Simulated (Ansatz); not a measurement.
Sn (diamond, Fd-3m), a = b = c = 6.5681 Å, α = β = γ = 90.00°; the cell used has 2 atoms.

Relaxed with r²SCAN in the plane-wave PAW code Ansatz. Indices refer to the conventional cell of Fd-3m, a = b = c = 6.568 Å, α = β = γ = 90.00°.

Q: Simulate the powder diffraction pattern (Cu Kα, λ = 1.54184 Å; lines above 1 %) up to 2θ = 90°.

A: Simulated powder pattern, Cu Kα, λ = 1.54184 Å (kinematic, ideal powder, no thermal factors, no anomalous dispersion; the 30 strongest lines at most, above 1 %, up to 2θ = 90°):

```
2θ (°)  d (Å)  I/Imax (%)          hkl
------  -----  ----------  -----------
23.46   3.792         100        (111)
38.78   2.322          80        (220)
45.82   1.980          50        (311)
56.00   1.642          13        (400)
61.54   1.507          20        (331)
70.20   1.341          27        (422)
75.16   1.264          15  (511)+(333)
83.21   1.161         8.5        (440)
87.96   1.110          15        (531)
```

This is a known low-temperature phase of the composition, computed here at zero pressure and temperature. The r²SCAN relaxation kept the symmetry of its start; its stability against distortions is not shown here. Spin–orbit coupling is left out wherever it is not named.

Potentials: the earlier of the program's two PAW sets.
